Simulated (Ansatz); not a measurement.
Crystals of one structure type (rock salt) and one family of elements, relaxed and computed with r²SCAN in the plane-wave PAW code Ansatz.

```
crystal  V (Å³/atom)  B₀ by P(V) fit (GPa)
-------  -----------  --------------------
NaF            12.12                  54.4
LiCl           16.70                     ?
KF             18.80                  35.3
NaCl           22.04                  27.5
KBr            36.08                  15.9
RbBr           41.53                  14.0
KI             44.58                  12.4
```

### Question
Fit a straight line to ln B₀ against ln V and predict the withheld value.

### Answer
Least squares on the 6 shown rows: ln B₀ = -1.14 × ln V + (6.863), with a scatter of 3 %. For LiCl this gives 38.6. The run itself gave 34.8, outside the scatter: the line misses something about this case.

All cells were relaxed under the symmetry of their starts (and spin orders); stability against distortions was not tested throughout. Spin–orbit coupling is left out wherever it is not named.

Potentials: the later of the program's two PAW sets.
